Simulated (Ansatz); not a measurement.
## Harmonic thermodynamics of CoSi2

All numbers below come from DFT PBE, scalar-relativistic, plane waves, PAW (Ansatz). Cutoff 420 eV, 14×14×14 k-points (Γ-centred), Fermi-Dirac smearing of 0.15 eV. No spin polarisation. Phonons by linear response, acoustic sum rule imposed.

Equilibrium structure at this level:
```cif
data_structure
_symmetry_space_group_name_H-M 'Fm-3m'
_symmetry_Int_Tables_number 225
_cell_length_a 5.3620
_cell_length_b 5.3620
_cell_length_c 5.3620
_cell_angle_alpha 90.000
_cell_angle_beta 90.000
_cell_angle_gamma 90.000
_cell_volume 154.16
loop_
_atom_site_label
_atom_site_type_symbol
_atom_site_symmetry_multiplicity
_atom_site_Wyckoff_symbol
_atom_site_fract_x
_atom_site_fract_y
_atom_site_fract_z
_atom_site_occupancy
Co1 Co 4 a 0.00000 0.00000 0.00000 1
Si1 Si 8 c 0.25000 0.75000 0.75000 1
```

It was relaxed at this level from a cell as deposited in COD. In a metal, frequencies and elastic constants depend on the k mesh and the smearing, soft modes and shear constants most. The q mesh is coarse, so values between its points are rough.

Force constants from linear response on a 2×2×2 q mesh, interpolated to a fine mesh.

Phonon density of states, in bins of 10 cm⁻¹:
(bin centre (cm⁻¹), share of modes (%)): (5, 0.0), (15, 0.0), (25, 0.0), (35, 0.1), (45, 0.1), (55, 0.2), (65, 0.3), (75, 0.5), (85, 0.7), (95, 0.9), (105, 1.4), (115, 2.1), (125, 2.1), (135, 2.2), (145, 2.2), (155, 2.2), (165, 2.2), (175, 2.2), (185, 1.5), (195, 1.3), (205, 1.1), (215, 0.8), (225, 0.6), (235, 1.3), (245, 2.8), (255, 2.5), (265, 3.1), (275, 5.4), (285, 5.6), (295, 5.9), (305, 5.9), (315, 4.3), (325, 2.5), (335, 3.2), (345, 4.8), (355, 10.2), (365, 11.7), (375, 5.1), (385, 0.9)

**Question.** Give the zero-point energy per atom.

**Answer.** 51.7 meV.

**Question.** How large are the vibrational entropy and heat capacity at 300 K?

**Answer.** S = 2.57 k_B and C_V = 2.57 k_B per atom, 86 % of the Dulong–Petit value.

**Question.** Tabulate them against temperature.

**Answer.**
```tsv
T (K)	F_vib (meV/atom)	S (k_B/atom)	C_V (k_B/atom)
100	50.4	0.49	1.02
200	41.4	1.60	2.15
300	23.3	2.57	2.57
400	-2.3	3.33	2.74
500	-33.8	3.96	2.83
600	-70.2	4.48	2.88
700	-110.7	4.92	2.91
800	-154.9	5.31	2.93
900	-202.2	5.66	2.95
1000	-252.3	5.97	2.96
```
